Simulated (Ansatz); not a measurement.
MgH2:
```xyz
6
Lattice="4.4293 0.0000 0.0000 0.0000 4.4293 0.0000 0.0000 0.0000 2.9731" Properties=species:S:1:pos:R:3 pbc="T T T"
Mg     0.0000     0.0000     0.0000
Mg     2.2147     2.2147     1.4866
H      1.3479     1.3479     0.0000
H      0.8667     3.5626     1.4866
H      3.0814     3.0814     0.0000
H      3.5626     0.8667     1.4866
```

Cartesian axes are those of the cell as given.

Task: Give the high-frequency dielectric tensor and the Born effective charge tensors of the independent atoms from DFPT, LDA (plane waves, PAW; program Ansatz).

Result: 
ε∞:
```
4.26  0.00  0.00
0.00  4.26  0.00
0.00  0.00  4.31
```
Z* of atom 1 (Mg), rows: field, columns: displacement, in e:
```
1.83  0.12  0.00
0.12  1.83  0.00
0.00  0.00  1.93
```
Z* of atom 3 (H), rows: field, columns: displacement, in e:
```
-0.92  -0.21   0.00
-0.21  -0.92   0.00
 0.00   0.00  -0.97
```

Space group P4_2/mnm (rutile). The cell was relaxed with LDA under the symmetry of its start.

Potentials: the later of the program's two PAW sets.
